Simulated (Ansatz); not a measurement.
Relaxed-ion elastic tensor of W2C in space group P-3m1 (No. 164; C on 1a, W on 2d) in GPa (Voigt order), DFT-LDA in the program Ansatz with PAW potentials; density 17.30 g/cm³, 12.15 Å³ per atom.

|  | 1 | 2 | 3 | 4 | 5 | 6 |
|---|---|---|---|---|---|---|
| 1 | 554 | 172 | 277 | -34.0 | 0.0 | 0.0 |
| 2 | 172 | 554 | 277 | 34.0 | 0.0 | 0.0 |
| 3 | 277 | 277 | 577 | 0.0 | 0.0 | 0.0 |
| 4 | -34.0 | 34.0 | 0.0 | 179 | 0.0 | 0.0 |
| 5 | 0.0 | 0.0 | 0.0 | 0.0 | 179 | -34.0 |
| 6 | 0.0 | 0.0 | 0.0 | 0.0 | -34.0 | 191 |

Q: Is the crystal mechanically stable?

A: Yes: the smallest eigenvalue of C is 150 GPa.

Q: Work out the Voigt, Reuss and Hill averages.

A: K_V = 349, K_R = 344, K_H = 346; G_V = 174, G_R = 165, G_H = 169 GPa.

Q: Give Young's modulus, Poisson's ratio, Pugh's ratio and the universal anisotropy index.

A: E = 9KG/(3K + G) = 437 GPa; ν = 0.29; K/G = 2.04 (ductile by the Pugh limit of 1.75); A_U = 5G_V/G_R + K_V/K_R − 6 = 0.27.

Q: Estimate the sound speeds and the Debye temperature.

A: v_l = √((K + 4G/3)/ρ) = 5750 m/s, v_t = √(G/ρ) = 3130 m/s, mean 3490 m/s; Θ = (h/k)(3n/4πV)^(1/3) v_m = 452 K.

Q: Solve the Christoffel equation for the three sound speeds along x, y, z.

A: Eigenvalues of C_ijkl n_j n_l equal ρv². In km/s, slowest first: x 2.95, 3.56, 5.66; y 3.19, 3.32, 5.67; z 3.22, 3.22, 5.77.

Q: How much does each axis shrink under pressure?

A: Linear compressibilities β_i = Σ_j S_ij (j = 1 to 3): x 1.1, y 1.1, z 0.65 per TPa.

Symmetry was held in the LDA relaxation; of distortions, only those at the zone centre were tested. No spin polarisation was allowed. As this level gives no gap, shear constants depend on the k-mesh and smearing (Fermi–Dirac, 0.1 eV here). On the denser mesh and wider smearing of the elastic run this cell carries a stress of 0.5 GPa. Spin–orbit coupling is left out wherever it is not named.

Potentials: the later of the program's two PAW sets.
